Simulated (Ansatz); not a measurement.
Relaxed-ion elastic tensor of CuI (zinc blende, F-43m) in GPa (Voigt order), the program Ansatz at the PBEsol level (PAW); density 6.04 g/cm³, 26.19 Å³ per atom.

```json
[
 {"": "1", "1": "62.4", "2": "42.9", "3": "42.9", "4": "0.0", "5": "0.0", "6": "0.0"},
 {"": "2", "1": "42.9", "2": "62.4", "3": "42.9", "4": "0.0", "5": "0.0", "6": "0.0"},
 {"": "3", "1": "42.9", "2": "42.9", "3": "62.4", "4": "0.0", "5": "0.0", "6": "0.0"},
 {"": "4", "1": "0.0", "2": "0.0", "3": "0.0", "4": "24.1", "5": "0.0", "6": "0.0"},
 {"": "5", "1": "0.0", "2": "0.0", "3": "0.0", "4": "0.0", "5": "24.1", "6": "0.0"},
 {"": "6", "1": "0.0", "2": "0.0", "3": "0.0", "4": "0.0", "5": "0.0", "6": "24.1"}
]
```

Question: Is the crystal mechanically stable?

Answer: Yes: the smallest eigenvalue of C is 19.5 GPa.

Question: Work out the Voigt, Reuss and Hill averages.

Answer: K_V = 49.4, K_R = 49.4, K_H = 49.4; G_V = 18.4, G_R = 15.2, G_H = 16.8 GPa.

Question: Give Young's modulus, Poisson's ratio, Pugh's ratio and the universal anisotropy index.

Answer: E = 9KG/(3K + G) = 45.2 GPa; ν = 0.35; K/G = 2.95 (ductile by the Pugh limit of 1.75); A_U = 5G_V/G_R + K_V/K_R − 6 = 1.06.

Question: Estimate the sound speeds and the Debye temperature.

Answer: v_l = √((K + 4G/3)/ρ) = 3450 m/s, v_t = √(G/ρ) = 1670 m/s, mean 1870 m/s; Θ = (h/k)(3n/4πV)^(1/3) v_m = 188 K.

Question: Give the Zener ratio and Young's modulus along [100], [110] and [111].

Answer: A = 2C44/(C11 − C12) = 2.48; 1/E = S11 − 2(S11 − S12 − S44/2)Γ with Γ = 0, 1/4, 1/3 gives 27.4, 47.2, 62.2 GPa.

Question: Solve the Christoffel equation for the three sound speeds along [100], [110], [111].

Answer: Eigenvalues of C_ijkl n_j n_l equal ρv² (piezoelectric stiffening left out). In km/s, slowest first: [100] 2.00, 2.00, 3.21; [110] 1.27, 2.00, 3.57; [111] 1.55, 1.55, 3.68.

The PBEsol relaxation kept the symmetry of its start. The run is not spin-polarised. Scalar-relativistic: spin–orbit coupling is off unless named, which matters more the heavier the elements.

Potentials: the later of the program's two PAW sets.
